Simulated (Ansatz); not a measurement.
AlCu:
```xyz
2
Lattice="2.9235 0.0000 0.0000 0.0000 2.9235 0.0000 0.0000 0.0000 2.9235" Properties=species:S:1:pos:R:3 pbc="T T T"
Al     0.0000     0.0000     0.0000
Cu     1.4618     1.4618     1.4618
```

This is the LDA-relaxed structure.

Problem. All from the program Ansatz at the LDA level (PAW), unless another level is named. Estimate the formation energy from the elements (no fitted shifts).

Solution. -0.16 eV/atom.

Problem. And the density of states at the Fermi level?

Solution. 0.27 states/eV per atom (mean over ±0.08 eV).

Space group Pm-3m (CsCl type). The workflow started from a Materials Project entry (that database holds measured and hypothetical structures alike); the Crystallography Open Database copy checked does not list it. COD files the formula under space group No. 12. Its standing as an ambient phase is unchecked. The cell was relaxed with LDA under the symmetry of its start. At this level the phase is mechanically unstable. No spin polarisation was allowed. The references are the lowest solids computed at this level, not always the standard phases.

Potentials: the later of the program's two PAW sets.
